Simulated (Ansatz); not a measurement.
SiC2:
```yaml
crystal:
  lattice:
    - [3.15626, 0.00000, 0.00000]
    - [0.00000, 3.15626, 0.00000]
    - [0.00000, 0.00000, 6.87012]
  atoms:
    - { symbol: Si, position: [0.00000, 0.00000, 0.25000] }
    - { symbol: Si, position: [0.00000, 0.00000, 0.75000] }
    - { symbol: C, position: [0.00000, 0.50000, 0.09918] }
    - { symbol: C, position: [0.50000, 0.00000, 0.59918] }
    - { symbol: C, position: [0.00000, 0.50000, 0.90082] }
    - { symbol: C, position: [0.50000, 0.00000, 0.40082] }
```

Relaxed with PBEsol. Special points in fractions of this cell's reciprocal vectors: Γ (0.000, 0.000, 0.000); X (0.000, 0.500, 0.000); M (0.500, 0.500, 0.000); Z (0.000, 0.000, 0.500); R (0.000, 0.500, 0.500); A (0.500, 0.500, 0.500).

Q: List the band energies nearest the Fermi level at these points for plane-wave PAW PBEsol (Ansatz code).

A: In eV from the Fermi level; about four levels below and three above (degenerate sets whole), none deeper than 8.9 eV; points with the same levels are listed once.

```
k                    below                above
-  -----------------------  -------------------
Γ  -1.85 -1.85 -0.98 -0.98  1.24 3.42 3.85 3.85
X  -3.28 -3.26 -1.44 -0.14       0.47 3.65 3.86
M  -4.96 -3.11 -1.15 -0.97       3.43 3.43 3.85
Z  -4.23 -4.23 -2.65 -2.65  0.31 0.31 1.80 1.80
R  -3.81 -1.92 -1.44 -0.19       1.37 3.61 4.03
A  -4.32 -4.32 -3.50 -3.50  1.36 1.36 2.50 2.50
```

Space group P4_2/mmc. The start of the workflow was typed in or built on a structure type; neither database checked (COD, Materials Project) lists it. Whether it is the stable phase at ambient conditions was not checked. The PBEsol relaxation kept the symmetry of its start; its stability against distortions is not shown here. Its formation energy is positive at this level, so the cell may be metastable or incomplete.

Potentials: the later of the program's two PAW sets.
